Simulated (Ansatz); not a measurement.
SiB$_{12}$C$_{2}$:
```cif
data_C6B36Si3
_chemical_formula_sum 'B36 C6 Si3'
_space_group_name_H-M_alt 'R-3m :H'
_space_group_IT_number 166
_space_group_name_Hall '-R 3 2"'
_cell_length_a 5.64096
_cell_length_b 5.64096
_cell_length_c 12.61929
_cell_angle_alpha 90.000
_cell_angle_beta 90.000
_cell_angle_gamma 120.000
loop_
_atom_site_label
_atom_site_type_symbol
_atom_site_symmetry_multiplicity
_atom_site_Wyckoff_symbol
_atom_site_fract_x
_atom_site_fract_y
_atom_site_fract_z
_atom_site_occupancy
B1 B 18 h 0.16890 0.33779 0.02167 1
B2 B 18 h 0.21394 0.10697 0.11329 1
C1 C 6 c 0.00000 0.00000 0.36520 1
Si1 Si 3 b 0.00000 0.00000 0.50000 1
```
(The calculation used a cell of 15 atoms; values per cell refer to that cell.)

Relaxed at zero pressure with the program Ansatz at the r²SCAN level (PAW).

Question: The volume is raised by 9 % and shape and atoms relax at that volume. What pressure results, and how do the axes share the change?

Answer: -16.4 GPa; a 2.7 %, b 2.7 %, c 3.3 %; the energy rises by 38 meV/atom.

Question: Give the new structure.

Answer: 
Space group R-3m, hexagonal axes (No. 166); a = b = 5.793 Å, c = 13.040 Å, α = β = 90.00°, γ = 120.00°

| atom | site | symmetry | x | y | z |
|---|---|---|---|---|---|
| B | 18h | .m | 0.1687 | 0.3375 | 0.0213 |
| B | 18h | .m | 0.2134 | 0.1067 | 0.1122 |
| C | 6c | 3m | 0.0000 | 0.0000 | 0.3676 |
| Si | 3b | -3m | 0.0000 | 0.0000 | 0.5000 |

The phase is kept; no other phase was compared at this pressure.

The start of the workflow was typed in or built on a structure type; neither database checked (COD, Materials Project) lists it. Its standing as an ambient phase is unchecked. Symmetry was held in the r²SCAN relaxation; whether a distortion lowers the energy is not shown.

Potentials: the earlier of the program's two PAW sets.
